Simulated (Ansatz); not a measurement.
C (diamond)

```
C
1.0
    0.00000     1.78014     1.78014
    1.78014     0.00000     1.78014
    1.78014     1.78014     0.00000
C
2
Direct
  0.00000   0.00000   0.00000
  0.25000   0.25000   0.25000
```

Equation-of-state scan: isotropic scaling of the cell above, V₀ being its volume. Symmetry pins the atoms to their sites.

Computed with r2SCAN (plane waves to 500 eV, PAW, scalar-relativistic; Ansatz, a first-principles code). k mesh 17×17×17 (Γ-centred), Fermi-Dirac smearing 0.05 eV. Stress and pressure are positive under compression. C was relaxed with its symmetry unable to fall.

At one point of the scan the stress tensor (GPa) is:

```
  -30.1      0.0      0.0
    0.0    -30.1      0.0
    0.0      0.0    -30.1
```

**Question.** Which point is it?
A. V/V₀ = 1.120
B. V/V₀ = 1.160
C. V/V₀ = 1.080
D. V/V₀ = 1.040

**Answer.** C, V/V₀ = 1.080

(Under strain, the slope of the energy per volume gives the stress and its curvature an elastic modulus.)
